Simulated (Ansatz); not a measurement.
In₂OsAu: input and output

The input, for Ansatz 0.2.0 (plane waves, PAW):

```yaml
crystal:
  lattice:
    - [4.319002, 0.0, 0.0]
    - [2.159501, -5.100039, 0.0]
    - [0.0, 0.0, -6.952292]
  atoms:
    - { symbol: In, position: [0.36364, 0.27272, 0.94763] }
    - { symbol: In, position: [0.63636, 0.72728, 0.44763] }
    - { symbol: In, position: [0.63636, 0.72728, 0.05237] }
    - { symbol: In, position: [0.36364, 0.27272, 0.55237] }
    - { symbol: Au, position: [0.78946, 0.42108, 0.75] }
    - { symbol: Au, position: [0.21054, 0.57892, 0.25] }
    - { symbol: Os, position: [0.07593, 0.84814, 0.75] }
    - { symbol: Os, position: [0.92407, 0.15186, 0.25] }
  symmetry: { tolerance: 0.0003 }
kpoints:
  mp_grid: { grid: [7, 7, 4], shift: [0, 0, 0] }
  band_path:
    path:
      - [0.0, 0.0, 0.0]
      - [0.0, -0.5, 0.0]
      - [0.41035422, -0.29482289, 0.0]
      - [0.58964578, 0.29482289, 0.0]
      - [0.0, 0.0, 0.0]
      - [0.0, 0.0, -0.5]
      - [0.58964578, 0.29482289, -0.5]
      - [0.41035422, -0.29482289, -0.5]
      - [0.0, -0.5, -0.5]
      - [0.0, -0.5, 0.0]
      - [0.0, 0.0, 0.0]
    npoints: 6
magnetization:
  spin_polarized: false
scf:
  occupations: { method: fermi_dirac, width: 0.0116 }
  lower_state_search: "off"
  max_iter: 200
hamiltonian:
  pseudopotentials: { kind: paw }
  xc: pbe
basis:
  ecutwfc: 420
  fft_grid_basis: typed
output:
  forces: true
  stress: true
  eigenvalues: true
  bader: true
  populations: true
  elf: true
  write_potential: true
  volumetric_format: npy
  dos:
    e_range: [-12, 8]
    de: 0.05
    projected: { site_lists: { Au: [Au], In: [In], Os: [Os] } }
checkpoint:
  read: saved_state
```

The saved state is an earlier solution for the same cell, perhaps on another mesh. 

Parts of the output:

```
SCF iter   1: F=—  Δρ=1.34e-3  dr2=3.20e-3
SCF iter   2: F=—  Δρ=6.98e-4  dr2=9.58e-4
SCF iter   3: F=—  Δρ=9.28e-5  dr2=1.87e-5
SCF iter   4: F=—  Δρ=2.08e-5  dr2=6.65e-7
SCF iter   5: F=-71452.7298 eV  Δρ=5.18e-6  dr2=6.59e-8
SCF iter   6: F=-71452.7298 eV  Δρ=1.44e-6  dr2=3.14e-9
Free energy (F): -71452.7298 eV
Harris-Foulkes:  -71452.7298 eV  (|F-HF|=6.69e-10)
Internal energy: -71452.7271 eV  (E = F + TS)
E sigma→0 (E₀):  -71452.7284 eV
Entropy (-TS):   -0.0027 eV (-0.335 meV/atom)
Fermi energy:    16.6202 eV
--- Per-component energies (eV) ---
  E_band       = -788.4612
  E_kinetic    = 3322.7399
  E_local      = -10353.4604  (includes V_loc(G=0)·N_el)
  E_nonlocal   = 1608.2981
  E_hartree    = 4256.8628
  E_xc         = -1851.6365
  E_vxc        = -1517.6625  (∫ρ·V_xc dr)
  E_paw        = -54060.4511  (= ΣΔE_a)
  E_vpaw       = -2362.1047  (= ΣTr[D̂ρ^β])
  E_aug_tail   = 0.0028  (compensation charges beyond the density's cutoff)
  E_ewald      = -14375.0827
  E_smearing   = -0.0027  (= −TS)
--- Forces (eV/Å), atoms counted from 1 ---
  atom   1  In     0.0000     1.5460    -1.3238
  atom   2  In     0.0000    -1.5460    -1.3238
  atom   3  In     0.0000    -1.5460     1.3238
  atom   4  In     0.0000     1.5460     1.3238
  atom   5  Au     0.0000     0.3931     0.0000
  atom   6  Au     0.0000    -0.3931     0.0000
  atom   7  Os     0.0000     0.1188     0.0000
  atom   8  Os     0.0000    -0.1188     0.0000
--- Stress (GPa, compression-positive) ---
        3.1364       0.0000       0.0000
        0.0000       0.0272       0.0000
        0.0000       0.0000      11.7527
  P = ⅓ Tr σ = 4.9721 GPa (49.721 kbar)
--- Löwdin populations: 8 sites ---
  site symbol       q [e]
     0     In     13.3355
     1     In     13.3355
     2     In     13.3355
     3     In     13.3355
     4     Au     18.3094
     5     Au     18.3094
     6     Os     15.7813
     7     Os     15.7813
  spilling = 0.0039 (of n_electrons = 122.0000)
```

Origin: a known structure type with other elements, at an estimated volume, so it need not be a known compound. Caveats: atoms or cell far from equilibrium.
